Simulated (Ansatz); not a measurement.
W₃N₄ in space group Pm-3m (No. 221; N on 1b, N on 3d, W on 3c) at seven volumes, the program Ansatz at the PBE level (PAW), scaled uniformly. One row is withheld.

```
V (Å³/atom)  P (GPa)
-----------  -------
9.737              ?
10.058         24.60
10.379         11.29
10.700         -0.01
11.021         -9.58
11.342        -17.71
11.663        -24.58
```

Fit the shown pressures and predict the withheld one.

P = (3/2)B₀(x^(7/2) − x^(5/2))[1 + (3/4)(B′ − 4)(x − 1)] with x = (V₀/V)^(2/3). Least squares on the six rows gives V₀ = 10.700 Å³/atom, B₀ = 346 GPa, B′ = 4.50. At V = 9.737, x = 1.0649 and P = 40.37 GPa. The run itself gave 40.31 GPa.

The workflow started from an entry of the Crystallography Open Database (COD). Whether it is the stable phase at ambient conditions was not checked. The cell was relaxed with PBE under the symmetry of its start; its stability against distortions is not shown here. No spin polarisation was allowed. Scalar-relativistic: spin–orbit coupling is off unless named, which matters more the heavier the elements.

Potentials: the later of the program's two PAW sets.
